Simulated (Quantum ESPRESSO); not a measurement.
Different elements on one site among Al Hf Ta

Calculated results; nothing here was measured. They come from Quantum ESPRESSO 7.5, a public plane-wave density functional program. Each row is one single-point run on a made-up periodic cell of eight metal atoms, with elements, volume, strain and displacements drawn at random and not relaxed, so a cell may be unstable or far from any real phase. There is no spin polarisation or spin-orbit coupling.

Settings: PBE unless stated; PseudoDojo standard norm-conserving files; Fermi-Dirac width 0.25 eV, which means electrons at about 2900 K; cutoff 1143 eV; 9 x 6 x 3 k mesh shifted half a step off Gamma. E is the free energy of the whole cell (internal energy minus TS), so a -TS column is already part of it. Stress is positive in tension, and the pressure P is minus a third of its trace.

Checks: one run of this series was repeated at a higher cutoff and on a denser mesh, which moved values by no more than 0.006 eV, 0.04 GPa and 0.010 eV/Å, and a second program with other atomic files agreed on it to 2 % rms in force and 0.5 GPa in pressure. Known limits: the tin pseudopotential is less sure than most, with forces differing by about three percent from a second method on plain tin; heavy elements are run without spin-orbit coupling, which real alloys of them have; a spin test at this wide smearing found no moment, but such smearing suppresses magnetism that the real alloy may have.

The lattice is hexagonal close-packed, and the cell vectors in Å are (-2.940, -0.019, -0.011); (-0.018, -0.039, -4.724); (-0.066, -10.386, -0.082), a volume of 144.23 Å³. The elements on sites 1 to 8 are Hf X Al Al Al Hf Ta Al. The runs change X and keep the cell and the displaced positions. The column v is a rough volume for each atom of the pure element, close to PBE values, from general knowledge and not from these runs. Energies are left out, as each element's file has its own zero.

```
run   X  v (Å³)  -TS (eV)  force on X (eV/Å)  rms force (eV/Å)  P (GPa)
  1  Sn    27.9    -1.053              0.489             0.365     9.56
  2  Ru    13.8    -1.304              0.478             0.531    -1.45
  3  Ag    17.8    -0.991              0.501             0.301     4.10
  4   W    16.1         ?                  ?                 ?        ?
  5  Ti    17.3    -1.367              0.582             0.393     3.64
```

## Worked fit

A straight line through the runs shown gives P = -9.7 + 0.710 v GPa with v in Å³, an error of 0.153 on the slope and a scatter of 1.61 GPa. At this fixed volume the pressure tends to rise with the size of X.

## Withheld run

Question: what pressure should run 4, with W, give?

The fit gives 1.73 ± 1.86 GPa. The calculation gave 0.33 GPa.
